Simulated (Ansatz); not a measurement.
Ni₇Ge₄:
```cif
data_Ge4Ni7
_chemical_formula_sum 'Ni7 Ge4'
_space_group_name_H-M_alt 'P 1'
_space_group_IT_number 1
_cell_length_a 3.93584
_cell_length_b 3.93584
_cell_length_c 9.93147
_cell_angle_alpha 90.000
_cell_angle_beta 90.000
_cell_angle_gamma 120.000
loop_
_space_group_symop_operation_xyz
  'x, y, z'
loop_
_atom_site_label
_atom_site_type_symbol
_atom_site_fract_x
_atom_site_fract_y
_atom_site_fract_z
_atom_site_occupancy
Ni1 Ni 0.00000 0.00000 0.37328 1
Ni2 Ni 0.00000 0.00000 0.62672 1
Ni3 Ni 0.00000 0.00000 0.87892 1
Ni4 Ni 0.00000 0.00000 0.12108 1
Ni5 Ni 0.66667 0.33333 0.50000 1
Ni6 Ni 0.33333 0.66667 0.24453 1
Ni7 Ni 0.33333 0.66667 0.75547 1
Ge1 Ge 0.66667 0.33333 0.24391 1
Ge2 Ge 0.66667 0.33333 0.75609 1
Ge3 Ge 0.33333 0.66667 0.00000 1
Ge4 Ge 0.33333 0.66667 0.50000 1
```

This is the r²SCAN-relaxed structure.

Problem. All from DFT-r²SCAN in the program Ansatz with PAW potentials, unless another level is named. Estimate the electronic character.

Solution. metallic (no gap).

Problem. Predict the formation energy from the elements (no fitted shifts).

Solution. -0.22 eV/atom.

Problem. Give the density of states at the Fermi level.

Solution. 0.64 states/eV per atom (mean over ±0.08 eV).

Space group P-6m2. The workflow started from a Materials Project entry (that database holds measured and hypothetical structures alike); the Crystallography Open Database copy checked does not list it. Whether it is the stable phase at ambient conditions was not checked. The r²SCAN relaxation kept the symmetry of its start; whether a distortion lowers the energy is not shown. No spin polarisation was allowed. The references are the lowest solids computed at this level, not always the standard phases. Scalar-relativistic: spin–orbit coupling is off unless named, which matters more the heavier the elements.

Potentials: the later of the program's two PAW sets.
